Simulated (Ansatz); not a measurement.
BeS (zinc blende, F-43m), the program Ansatz at the r²SCAN level (PAW). The conduction-band minimum lies at X, with 3 equivalent valleys. Second derivatives d²E/dk² of the lowest band at one valley (eV·Å²), along Cartesian directions:

| direction | d²E/dk² |
|---|---|
| [100] | 9.649 |
| [010] | 26.71 |
| [001] | 26.71 |
| [110] | 18.18 |
| [101] | 18.18 |
| [011] | 26.69 |

### Question
Find the principal effective masses, the density-of-states mass and the conductivity mass.

### Answer
Off-diagonal terms follow from H_xy = H[110] − (H_xx + H_yy)/2, and m*/mₑ = 7.620 eV·Å² over each eigenvalue: 0.29, 0.29, 0.79. One valley's DOS mass (m₁m₂m₃)^(1/3) = 0.40, conductivity mass 3/(Σ 1/mᵢ) = 0.36 mₑ.

### Question
What effective density of states Nc follows at 300 K for parabolic valleys?

### Answer
Nc = 2.509e19 × 3 × (0.40)^(3/2) ≈ 1.9e19 cm⁻³.

### Question
With the computed static dielectric constant 7.06 (mean of the diagonal), estimate a hydrogenic donor's binding energy and radius.

### Answer
E = 13.606 eV × 0.36/7.06² ≈ 98 meV; a = 0.529 Å × ε/m* ≈ 10 Å. Semilocal masses tend to be too small where the gap is.

### Question
With ε∞ = 4.94 and ω_LO = 674 cm⁻¹, what Fröhlich coupling constant follows?

### Answer
α = (1/ε∞ − 1/ε0) √(m* × 13.606 eV/ħω_LO) = 0.47.

The r²SCAN relaxation kept the symmetry of its start; phonons on a q-mesh show no instability.

Potentials: the later of the program's two PAW sets.
